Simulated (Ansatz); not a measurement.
Input:

GaAs:
```cif
data_AsGa
_chemical_formula_sum 'As1 Ga1'
_space_group_name_H-M_alt 'P 1'
_space_group_IT_number 1
_cell_length_a 3.75034
_cell_length_b 3.75034
_cell_length_c 3.75034
_cell_angle_alpha 60.000
_cell_angle_beta 60.000
_cell_angle_gamma 60.000
loop_
_space_group_symop_operation_xyz
  'x, y, z'
loop_
_atom_site_label
_atom_site_type_symbol
_atom_site_fract_x
_atom_site_fract_y
_atom_site_fract_z
_atom_site_occupancy
As1 As 0.00000 0.00000 0.00000 1
Ga1 Ga 0.50000 0.50000 0.50000 1
```

This is the PBEsol-relaxed structure.

**Question.** All from PBEsol (plane waves, PAW; program Ansatz), unless another level is named. Predict the electronic character.

**Answer.** metallic (no gap).

**Question.** What about the density of states at the Fermi level?

**Answer.** 0.52 states/eV per atom (mean over ±0.08 eV).

**Question.** And the formation energy from the elements (no fitted shifts)?

**Answer.** -0.046 eV/atom.

Space group Fm-3m (rock salt). The start of the workflow was typed in or built on a structure type; neither database checked (COD, Materials Project) lists it. It is not the phase usual at ambient conditions (space group No. 216). Symmetry was held in the PBEsol relaxation; of distortions, only those at the zone centre were tested. The references are the lowest solids computed at this level, not always the standard phases. Spin–orbit coupling is left out wherever it is not named.

Potentials: the later of the program's two PAW sets.
